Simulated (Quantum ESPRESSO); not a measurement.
## TaTi2HfO7N (finding a planted mistake in a log)

Computed values, not a measurement. The program is pw.x of Quantum ESPRESSO 7.5 (plane-wave density functional theory). The cell is made up: 12 atoms on a fluorite lattice, with randomly drawn elements, strain and displacements, not relaxed. PseudoDojo standard norm-conserving files (v0.5 for PBE, v0.4.1 for LDA and PBEsol) set the functional; there is no spin polarisation, spin-orbit coupling or dispersion term, and the masses in the input are unused placeholders.

The hafnium pseudopotential is less sure than the others, with forces about 3 percent (worst 6) and pressure in oxides about 1.5 GPa (worst 2.7) from a second method in checks, which no rerun with the same files tests.

Intended input:

```
&control calculation='scf', pseudo_dir='./dojo.nc.sr.pbe.v0_5.standard.upf', outdir='./o', disk_io='low', tprnfor=.true., tstress=.true. /
&system ibrav=0, nat=12, ntyp=5, nbnd=54, ecutwfc=84.00895049, nosym=.true., tot_charge=0,
 occupations='smearing', smearing='fd', degauss=0.0018374661
/
&electrons conv_thr=7.350e-09, electron_maxstep=60, /
ATOMIC_SPECIES
Hf 1.0 Hf.upf
N 1.0 N.upf
O 1.0 O.upf
Ta 1.0 Ta.upf
Ti 1.0 Ti.upf
CELL_PARAMETERS angstrom
5.0847 0.0383 -0.0406
0.0383 4.9611 0.0409
-0.0406 0.0409 5.0325
ATOMIC_POSITIONS angstrom
Ta 0.0541 -0.0106 -0.0193
Ti 0.0514 2.5822 2.5996
Ti 2.385 -0.1068 2.5411
Hf 2.7048 2.4308 -0.0212
O 1.3334 1.2123 1.2219
O 1.1855 1.3707 3.735
O 1.3329 3.7761 1.2619
O 1.2264 3.7627 3.7347
O 3.9366 1.3429 1.1728
O 3.6984 1.2781 3.6387
O 4.0506 3.7906 1.3319
N 3.6985 3.8493 3.8479
K_POINTS automatic
4 5 4 1 1 1
```

The log is shortened where brackets say so; the opening notice, blank lines, dates and the lines on written files are dropped, and the path of the files is cut. It prints rydbergs, bohrs and kilobars, and counts compression as positive stress. Where no state is partly filled, the Fermi energy that it prints is only some level between the filled and the empty states on the mesh, and need not lie in the true gap.

Log of the intended run:

```
     Program PWSCF v.7.5
     Parallel version (MPI & OpenMP), running on       4 processor cores
     Number of MPI processes:                 4
     Threads/MPI process:                     1
     [start-up lines left out]
     bravais-lattice index     =            0
     lattice parameter (alat)  =       9.6093  a.u.
     unit-cell volume          =     856.5267 (a.u.)^3
     number of atoms/cell      =           12
     number of atomic types    =            5
     number of electrons       =        96.00
     number of Kohn-Sham states=           54
     kinetic-energy cutoff     =      84.0090  Ry
     charge density cutoff     =     336.0358  Ry
     scf convergence threshold =      7.3E-09
     mixing beta               =       0.7000
     number of iterations used =            8  plain     mixing
     Exchange-correlation= PBE
                           (   1   4   3   4   0   0   0)
     [axes and pseudopotential details left out]
   Cartesian axes
     site n.     atom                  positions (alat units)
         1        Ta     tau(   1) = (   0.0106391  -0.0020846  -0.0037955  )
         2        Ti     tau(   2) = (   0.0101081   0.5078066   0.5112285  )
         3        Ti     tau(   3) = (   0.4690260  -0.0210029   0.4997241  )
         4        Hf     tau(   4) = (   0.5319167   0.4780328  -0.0041691  )
         5        O      tau(   5) = (   0.2622219   0.2384068   0.2402947  )
         6        O      tau(   6) = (   0.2331364   0.2695572   0.7345124  )
         7        O      tau(   7) = (   0.2621236   0.7425949   0.2481609  )
         8        O      tau(   8) = (   0.2411796   0.7399597   0.7344534  )
         9        O      tau(   9) = (   0.7741583   0.2640901   0.2306388  )
        10        O      tau(  10) = (   0.7273147   0.2513468   0.7155743  )
        11        O      tau(  11) = (   0.7965772   0.7454465   0.2619269  )
        12        N      tau(  12) = (   0.7273344   0.7569902   0.7567149  )
     number of k points=    40  Fermi-Dirac smearing, width (Ry)=  0.0018
                       cart. coord. in units 2pi/alat
        k(    1) = (   0.1252607   0.1004877   0.1264980), wk =   0.0500000
        k(    2) = (   0.1272938   0.0983892   0.3791399), wk =   0.0500000
     [further k points left out]
     Dense  grid:    89073 G-vectors     FFT dimensions: (  60,  60,  60)
     Estimated max dynamical RAM per process >     252.57 MB
     Estimated total dynamical RAM >     945.02 MB
     Initial potential from superposition of free atoms
     starting charge      95.9940, renormalised to      96.0000
     Starting wfcs are   72 randomized atomic wfcs
     total cpu time spent up to now is        3.9 secs
     per-process dynamical memory:   182.2 Mb
     Self-consistent Calculation
     iteration #  1     ecut=    84.01 Ry     beta= 0.70
     Davidson diagonalization with overlap
     ethr =  1.00E-02,  avg # of iterations =  2.0
     total cpu time spent up to now is        9.3 secs
     total energy              =    -730.61324156 Ry
     estimated scf accuracy    <       6.00657605 Ry
     iteration #  2     ecut=    84.01 Ry     beta= 0.70
     Davidson diagonalization with overlap
     ethr =  6.26E-03,  avg # of iterations =  6.6
     total cpu time spent up to now is       20.4 secs
     total energy              =    -724.01506418 Ry
     estimated scf accuracy    <      71.11261712 Ry
     [iterations 3 to 24 left out]
     iteration # 25     ecut=    84.01 Ry     beta= 0.70
     Davidson diagonalization with overlap
     ethr =  2.17E-11,  avg # of iterations =  1.7
     total cpu time spent up to now is      189.2 secs
     total energy              =    -733.84430270 Ry
     estimated scf accuracy    <          8.7E-09 Ry
     iteration # 26     ecut=    84.01 Ry     beta= 0.70
     Davidson diagonalization with overlap
     ethr =  9.11E-12,  avg # of iterations =  2.3
     total cpu time spent up to now is      194.5 secs
     End of self-consistent calculation
     [lines on levels left out]
     the Fermi energy is    12.6341 ev
!    total energy              =    -733.84430269 Ry
     estimated scf accuracy    <          4.7E-09 Ry
     smearing contrib. (-TS)   =      -0.00000000 Ry
     internal energy E=F+TS    =    -733.84430269 Ry
     The total energy is F=E-TS. E is the sum of the following terms:
     one-electron contribution =    -159.09573467 Ry
     hartree contribution      =     132.81318688 Ry
     xc contribution           =    -157.50585265 Ry
     ewald contribution        =    -550.05590225 Ry
     convergence has been achieved in  26 iterations
     Forces acting on atoms (cartesian axes, Ry/au):
     atom    1 type  4   force =    -0.07569520    0.01587967    0.01534061
     atom    2 type  5   force =    -0.07185883   -0.00574041   -0.01151170
     atom    3 type  5   force =     0.05458766    0.01023938    0.02148647
     atom    4 type  1   force =    -0.00664180   -0.00694909    0.01017593
     atom    5 type  3   force =    -0.00211866   -0.00297470    0.00629496
     atom    6 type  3   force =    -0.01210017   -0.05528853    0.01807725
     atom    7 type  3   force =     0.03013169   -0.01642217   -0.00826208
     atom    8 type  3   force =    -0.02909807    0.04368179    0.00237253
     atom    9 type  3   force =     0.03685800   -0.03413945   -0.02937954
     atom   10 type  3   force =     0.04131687    0.01217356    0.00055215
     atom   11 type  3   force =    -0.03094069    0.01767681   -0.00213710
     atom   12 type  2   force =     0.06555920    0.02186313   -0.02300948
     Total force =     0.186281     Total SCF correction =     0.000111
     Computing stress (Cartesian axis) and pressure
          total   stress  (Ry/bohr**3)                   (kbar)     P=      -79.42
  -0.00080891   0.00004385  -0.00009945         -118.99        6.45      -14.63
   0.00004385  -0.00009379  -0.00022470            6.45      -13.80      -33.05
  -0.00009945  -0.00022470  -0.00071700          -14.63      -33.05     -105.47
     init_run     :      3.57s CPU      3.75s WALL (       1 calls)
     electrons    :    189.58s CPU    190.67s WALL (       1 calls)
     forces       :      1.27s CPU      1.29s WALL (       1 calls)
     stress       :      4.23s CPU      4.36s WALL (       1 calls)
     [timing details left out]
     PWSCF        :   3m18.79s CPU   3m20.24s WALL
     JOB DONE.
```

A second run was made from an input with one planted mistake. Its log:

```
     Program PWSCF v.7.5
     Parallel version (MPI & OpenMP), running on       4 processor cores
     Number of MPI processes:                 4
     Threads/MPI process:                     1
     [start-up lines left out]
     bravais-lattice index     =            0
     lattice parameter (alat)  =       9.6093  a.u.
     unit-cell volume          =     856.5267 (a.u.)^3
     number of atoms/cell      =           12
     number of atomic types    =            5
     number of electrons       =        96.00
     number of Kohn-Sham states=           54
     kinetic-energy cutoff     =      84.0090  Ry
     charge density cutoff     =     336.0358  Ry
     scf convergence threshold =      7.3E-09
     mixing beta               =       0.7000
     number of iterations used =            8  plain     mixing
     Exchange-correlation= PBESOL
                           (   1   4  10   8   0   0   0)
     [axes and pseudopotential details left out]
   Cartesian axes
     site n.     atom                  positions (alat units)
         1        Ta     tau(   1) = (   0.0106391  -0.0020846  -0.0037955  )
         2        Ti     tau(   2) = (   0.0101081   0.5078066   0.5112285  )
         3        Ti     tau(   3) = (   0.4690260  -0.0210029   0.4997241  )
         4        Hf     tau(   4) = (   0.5319167   0.4780328  -0.0041691  )
         5        O      tau(   5) = (   0.2622219   0.2384068   0.2402947  )
         6        O      tau(   6) = (   0.2331364   0.2695572   0.7345124  )
         7        O      tau(   7) = (   0.2621236   0.7425949   0.2481609  )
         8        O      tau(   8) = (   0.2411796   0.7399597   0.7344534  )
         9        O      tau(   9) = (   0.7741583   0.2640901   0.2306388  )
        10        O      tau(  10) = (   0.7273147   0.2513468   0.7155743  )
        11        O      tau(  11) = (   0.7965772   0.7454465   0.2619269  )
        12        N      tau(  12) = (   0.7273344   0.7569902   0.7567149  )
     number of k points=    40  Fermi-Dirac smearing, width (Ry)=  0.0018
                       cart. coord. in units 2pi/alat
        k(    1) = (   0.1252607   0.1004877   0.1264980), wk =   0.0500000
        k(    2) = (   0.1272938   0.0983892   0.3791399), wk =   0.0500000
     [further k points left out]
     Dense  grid:    89073 G-vectors     FFT dimensions: (  60,  60,  60)
     Estimated max dynamical RAM per process >     252.57 MB
     Estimated total dynamical RAM >     945.02 MB
     Initial potential from superposition of free atoms
     starting charge      95.9945, renormalised to      96.0000
     Starting wfcs are   72 randomized atomic wfcs
     total cpu time spent up to now is        5.4 secs
     per-process dynamical memory:   182.2 Mb
     Self-consistent Calculation
     iteration #  1     ecut=    84.01 Ry     beta= 0.70
     Davidson diagonalization with overlap
     ethr =  1.00E-02,  avg # of iterations =  2.0
     total cpu time spent up to now is       13.6 secs
     total energy              =    -729.73203431 Ry
     estimated scf accuracy    <       5.61200262 Ry
     iteration #  2     ecut=    84.01 Ry     beta= 0.70
     Davidson diagonalization with overlap
     ethr =  5.85E-03,  avg # of iterations =  6.6
     total cpu time spent up to now is       24.9 secs
     total energy              =    -723.48304959 Ry
     estimated scf accuracy    <      67.31716619 Ry
     [iterations 3 to 21 left out]
     iteration # 22     ecut=    84.01 Ry     beta= 0.70
     Davidson diagonalization with overlap
     ethr =  5.09E-10,  avg # of iterations =  5.0
     total cpu time spent up to now is      173.9 secs
     total energy              =    -732.77088285 Ry
     estimated scf accuracy    <       0.00000001 Ry
     iteration # 23     ecut=    84.01 Ry     beta= 0.70
     Davidson diagonalization with overlap
     ethr =  1.34E-11,  avg # of iterations =  5.7
     total cpu time spent up to now is      182.6 secs
     End of self-consistent calculation
     [lines on levels left out]
     the Fermi energy is    12.4716 ev
!    total energy              =    -732.77088286 Ry
     estimated scf accuracy    <          3.9E-09 Ry
     smearing contrib. (-TS)   =      -0.00000000 Ry
     internal energy E=F+TS    =    -732.77088286 Ry
     The total energy is F=E-TS. E is the sum of the following terms:
     one-electron contribution =    -158.95248835 Ry
     hartree contribution      =     131.93222690 Ry
     xc contribution           =    -155.69471915 Ry
     ewald contribution        =    -550.05590225 Ry
     convergence has been achieved in  23 iterations
     Forces acting on atoms (cartesian axes, Ry/au):
     atom    1 type  4   force =    -0.07395178    0.01449249    0.01707963
     atom    2 type  5   force =    -0.06977904   -0.00420018   -0.01085901
     atom    3 type  5   force =     0.05088493    0.00789994    0.02259645
     atom    4 type  1   force =    -0.00399019   -0.00995130    0.00882361
     atom    5 type  3   force =    -0.00210411   -0.00424567    0.00397008
     atom    6 type  3   force =    -0.01201039   -0.05360627    0.01947741
     atom    7 type  3   force =     0.02809868   -0.01385650   -0.00871585
     atom    8 type  3   force =    -0.02860864    0.04349432    0.00191082
     atom    9 type  3   force =     0.03573502   -0.03150835   -0.03397270
     atom   10 type  3   force =     0.03972422    0.01331792    0.00419340
     atom   11 type  3   force =    -0.02777318    0.01657219   -0.00372752
     atom   12 type  2   force =     0.06377447    0.02159142   -0.02077632
     Total force =     0.180994     Total SCF correction =     0.000138
     Computing stress (Cartesian axis) and pressure
          total   stress  (Ry/bohr**3)                   (kbar)     P=     -156.56
  -0.00132975   0.00004352  -0.00011186         -195.61        6.40      -16.45
   0.00004352  -0.00062122  -0.00021332            6.40      -91.38      -31.38
  -0.00011186  -0.00021332  -0.00124191          -16.45      -31.38     -182.69
     init_run     :      3.97s CPU      4.12s WALL (       1 calls)
     electrons    :    176.43s CPU    177.20s WALL (       1 calls)
     forces       :      1.33s CPU      1.34s WALL (       1 calls)
     stress       :      4.48s CPU      4.61s WALL (       1 calls)
     [timing details left out]
     PWSCF        :   3m 7.56s CPU   3m 8.67s WALL
     JOB DONE.
```

Question: what was wrong in the second input?

Answer: the files are those of another functional. The input lines that differ, file-writing options aside:

```
- &control calculation='scf', pseudo_dir='./dojo.nc.sr.pbe.v0_5.standard.upf', outdir='./o', disk_io='low', tprnfor=.true., tstress=.true. /
+ &control calculation='scf', pseudo_dir='./dojo.nc.sr.pbesol.v0_4_1.standard.upf', outdir='./o', disk_io='low', tprnfor=.true., tstress=.true. /
```

```
                                            intended run  run with the mistake
                          free energy (eV)     -9984.460             -9969.856
                    smearing term -TS (eV)        0.0000                0.0000
                            pressure (GPa)         -7.94                -15.66
            largest force component (eV/Å)         1.946                 1.901
largest change of a force component (eV/Å)                               0.118
                                iterations            26                    23
```

For scale, a rerun of the intended cell at 1437 eV and a 6 x 7 x 6 mesh moved values by no more than 0.002 eV in energy, 0.05 GPa in stress and 0.004 eV/Å in force. Files of another functional have another zero of energy, so the energy change says nothing on stability.